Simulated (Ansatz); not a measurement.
Input and command of a plane-wave DFT calculation in Ansatz:

```yaml
crystal:
  lattice:
    - [0.0, 6.6454904175, -6.014447552]
    - [-6.6454904175, 0.0, 6.014447552]
    - [6.6454904175, 0.0, 6.014447552]
  atoms:
    - { symbol: Hf, position: [0.5, 0.375, 0.375] }
    - { symbol: Hf, position: [0.0, 0.125, 0.625] }
    - { symbol: Hf, position: [0.5, 0.875, 0.875] }
    - { symbol: Hf, position: [0.0, 0.625, 0.125] }
    - { symbol: Hf, position: [0.5, 0.25, 0.75] }
    - { symbol: Hf, position: [0.0, 0.0, 0.0] }
    - { symbol: Hf, position: [0.5, 0.75, 0.25] }
    - { symbol: Hf, position: [0.0, 0.5, 0.5] }
    - { symbol: P, position: [1.0, 0.875, 0.375], spin: 0.2 }
    - { symbol: Si, position: [0.5, 0.625, 0.625] }
    - { symbol: Si, position: [1.0, 0.375, 0.875] }
    - { symbol: Si, position: [0.5, 0.125, 0.125] }
    - { symbol: Si, position: [0.5, 0.0, 0.5] }
    - { symbol: Si, position: [0.0, 0.75, 0.75] }
    - { symbol: Si, position: [0.5, 0.5, 0.0] }
    - { symbol: Si, position: [0.0, 0.25, 0.25] }
    - { symbol: O, position: [0.3158051757, 0.8173684738, 0.3173684738] }
    - { symbol: O, position: [0.8158051757, 0.5673684738, 0.5673684738] }
    - { symbol: O, position: [0.3158051757, 0.3173684738, 0.8173684738] }
    - { symbol: O, position: [0.8158051757, 0.0673684738, 0.0673684738] }
    - { symbol: O, position: [0.0, 0.6923684738, 0.3765632981], spin: 0.2 }
    - { symbol: O, position: [0.5, 0.4423684738, 0.6265632981] }
    - { symbol: O, position: [0.0, 0.1923684738, 0.8765632981] }
    - { symbol: O, position: [0.5, 0.9423684738, 0.1265632981] }
    - { symbol: O, position: [0.1841948243, 0.2515632981, 0.2515632981] }
    - { symbol: O, position: [0.6841948243, 0.0015632981, 0.5015632981] }
    - { symbol: O, position: [0.1841948243, 0.7515632981, 0.7515632981] }
    - { symbol: O, position: [0.6841948243, 0.5015632981, 0.0015632981] }
    - { symbol: O, position: [0.0, 0.8765632981, 0.1923684738], spin: 0.2 }
    - { symbol: O, position: [0.5, 0.6265632981, 0.4423684738] }
    - { symbol: O, position: [1.0, 0.3765632981, 0.6923684738] }
    - { symbol: O, position: [0.5, 0.1265632981, 0.9423684738] }
    - { symbol: O, position: [0.1841948243, 0.0576315262, 0.5576315262], spin: 0.2 }
    - { symbol: O, position: [0.6841948243, 0.8076315262, 0.8076315262] }
    - { symbol: O, position: [0.1841948243, 0.5576315262, 0.0576315262] }
    - { symbol: O, position: [0.6841948243, 0.3076315262, 0.3076315262] }
    - { symbol: O, position: [1.0, 0.2484367019, 0.4326315262] }
    - { symbol: O, position: [0.5, 0.9984367019, 0.6826315262] }
    - { symbol: O, position: [1.0, 0.7484367019, 0.9326315262] }
    - { symbol: O, position: [0.5, 0.4984367019, 0.1826315262] }
    - { symbol: O, position: [0.8158051757, 0.8734367019, 0.3734367019], spin: 0.2 }
    - { symbol: O, position: [0.3158051757, 0.6234367019, 0.6234367019] }
    - { symbol: O, position: [0.8158051757, 0.3734367019, 0.8734367019] }
    - { symbol: O, position: [0.3158051757, 0.1234367019, 0.1234367019] }
    - { symbol: O, position: [0.5, 0.1826315262, 0.4984367019] }
    - { symbol: O, position: [0.0, 0.9326315262, 0.7484367019] }
    - { symbol: O, position: [0.5, 0.6826315262, 0.9984367019] }
    - { symbol: O, position: [0.0, 0.4326315262, 0.2484367019] }
  host:
    lattice:
      - [-3.3227452087, 3.3227452087, 3.007223776]
      - [3.3227452087, -3.3227452087, 3.007223776]
      - [3.3227452087, 3.3227452087, -3.007223776]
    atoms:
      - { symbol: Hf, position: [0.75, 0.25, 0.5] }
      - { symbol: Hf, position: [0.0, 0.0, 0.0] }
      - { symbol: Si, position: [0.25, 0.75, 0.5] }
      - { symbol: Si, position: [0.5, 0.5, 0.0] }
      - { symbol: O, position: [0.1347369476, 0.3189317719, 0.8158051757] }
      - { symbol: O, position: [0.0689317719, 0.7531265962, 0.6841948243] }
      - { symbol: O, position: [0.5031265962, 0.3189317719, 0.1841948243] }
      - { symbol: O, position: [0.0689317719, 0.3847369476, 0.3158051757] }
      - { symbol: O, position: [0.6152630524, 0.9310682281, 0.6841948243] }
      - { symbol: O, position: [0.6810682281, 0.8652630524, 0.1841948243] }
      - { symbol: O, position: [0.2468734038, 0.9310682281, 0.3158051757] }
      - { symbol: O, position: [0.6810682281, 0.4968734038, 0.8158051757] }
basis:
  ecutwfc: 420
  xc_grid: 2
kpoints:
  mp_grid: { grid: [2, 2, 2], shift: [0.5, 0.5, 0.5] }
hamiltonian:
  xc: pbe
scf:
  occupations: { method: gaussian, width: 0.01 }
output:
  forces: true
  stress: false
  eigenvalues: true
  populations: true
  charged_corrections: { defect_position: [1.0, 0.875, 0.375] }
magnetization:
  spin_polarized: true
relax:
  adjacent_minimum: "off"
  f_tol: 0.025
  max_steps: 45
```

```bash
ansatz run input.yaml --threads 4 --pin off --max-ram 10240MiB --backend cpu --events-out ev --progress --plain --runs-dir out
```

Processor: Intel(R) Xeon(R) Platinum 8259CL CPU @ 2.50GHz (Skylake/Cascade Lake), 4 threads, on a host shared with other jobs.

Question: How long does it run, and how much memory does it take?

Answer: About 12 min on 4 threads of Intel(R) Xeon(R) Platinum 8259CL CPU @ 2.50GHz (Skylake/Cascade Lake) (shared host), peak memory 3.2 GiB. It solves 265 bands at 3 k points (the mesh reduced by symmetry) with about 10349 plane waves, in 92 SCF iterations over 8 ionic steps.
